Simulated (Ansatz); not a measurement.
Data:

InAs:
```
InAs
1.0
    7.52324     0.00000     0.00000
    0.00000     7.52324     0.00000
    0.00000     0.00000     7.52324
In As
6 6
Cartesian
  1.88081   0.00000   3.76162
  3.76162   1.88081   0.00000
  3.76162   5.64243   0.00000
  5.64243   0.00000   3.76162
  0.00000   3.76162   5.64243
  0.00000   3.76162   1.88081
  1.88081   3.76162   0.00000
  0.00000   1.88081   3.76162
  0.00000   5.64243   3.76162
  5.64243   3.76162   0.00000
  3.76162   0.00000   5.64243
  3.76162   0.00000   1.88081
```

This is the r²SCAN-relaxed structure.

Problem. All from r²SCAN in the plane-wave PAW code Ansatz, unless another level is named. Predict the hole effective mass, band 1 of 3 at the edge.

Solution. 1.8 along [100], 1.8 along [110], 0.43 along [111] (mₑ).

Problem. What about the gap with spin–orbit coupling?

Solution. 0.03 eV.

Problem. Predict the HSE06 gap on the r²SCAN cell.

Solution. 0.46 eV.

Problem. Next, the hole effective mass, band 3 of 3 at the edge?

Solution. 0.009 along [100], 0.009 along [110], 0.009 along [111] (mₑ).

Problem. Next, the band gap?

Solution. 0.12 eV (direct).

Space group Pm-3n. The start of the workflow was typed in or built on a structure type; neither database checked (COD, Materials Project) lists it. It is not the phase usual at ambient conditions (space group No. 216). Symmetry was held in the r²SCAN relaxation; its stability against distortions is not shown here. The volume moved by 26 % from the start of the relaxation. Scalar-relativistic: spin–orbit coupling is off unless named, which matters more the heavier the elements.

Potentials: the earlier of the program's two PAW sets. The files were generated under PBE; for other functionals the program regenerates the frozen cores, and for LDA and PBEsol the local potential too.
